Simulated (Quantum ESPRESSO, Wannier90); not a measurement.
# Wannierisation of BaAlGeH (P3m1)

```xyz
4
Lattice="4.3823 0.0000 0.0000 -2.1912 3.7952 0.0000 0.0000 0.0000 5.2500" Properties=species:S:1:pos:R:3 pbc="T T T"
Ba     2.1912    -1.2651     0.5199
Al     0.0000     0.0000    -1.8829
Ge    -2.1912     1.2651    -2.3481
H      0.0000     0.0000    -0.1423
```

Cell from Materials Project (mp-1207108), symmetrised, no further relaxation. COD (Crystallography Open Database) has an entry of this formula and space group (matched by these alone). Method: LDA plane waves in Quantum ESPRESSO 7.5 (PseudoDojo norm-conserving files, 63 Ry, no spin polarisation, no spin-orbit coupling), Bloch states on a 9×9×6 mesh through Γ, Wannier90 4.0.1. Density: 12×12×6 mesh, Gaussian smearing 0.01 Ry. Spin-orbit coupling is left out although heavy elements are present.

Band 10 is isolated and gives one Wannier function a cell (Ge3 4s 55 %, Al2 3p 18 %, Al2 3s 14 %; spread 3.35 Å²). Its on-site energy is ε = -8.052 eV relative to the valence-band maximum, and its hoppings t(R) = t(−R) to the nearer images are (images within this range that aren't listed have |t| under 5 meV):

```tsv
R (lattice vectors; −R alike)	distance (Å)	t (eV)
0 1 0	4.38	-0.149
1 0 0	4.38	-0.149
1 1 0	4.38	-0.149
0 0 1	5.25	-0.018
0 1 -1	6.84	-0.030
0 1 1	6.84	-0.030
1 0 -1	6.84	-0.030
1 0 1	6.84	-0.030
1 1 -1	6.84	-0.030
1 1 1	6.84	-0.030
```

Problem. Work out the band energy at Γ, M, K, A from these numbers.

Solution. For one orbital E(k) = ε + Σ_R 2 t(R) cos(2π k·R), the sum over the listed R.
- Γ, k = (0.000, 0.000, 0.000): E = -8.052 + (-0.149)·(6.00) + (-0.018)·(2.00) + (-0.030)·(12.00) = -9.34 eV; pw.x: -9.20 eV
- M, k = (0.500, 0.000, 0.000): E = -8.052 + (-0.149)·(-2.00) + (-0.018)·(2.00) + (-0.030)·(-4.00) = -7.67 eV; pw.x: -7.60 eV
- K, k = (0.333, 0.333, 0.000): E = -8.052 + (-0.149)·(-3.00) + (-0.018)·(2.00) + (-0.030)·(-6.00) = -7.46 eV; pw.x: -7.38 eV
- A, k = (0.000, 0.000, 0.500): E = -8.052 + (-0.149)·(6.00) + (-0.018)·(-2.00) + (-0.030)·(-12.00) = -8.55 eV; pw.x: -8.43 eV

At these points the listed shells miss the plane-wave band by up to 0.14 eV, of a width of 1.82 eV on the path. With all its hoppings the model misses the band by 2.2 meV at worst on the whole path, so most of the miss comes from the hoppings not listed.
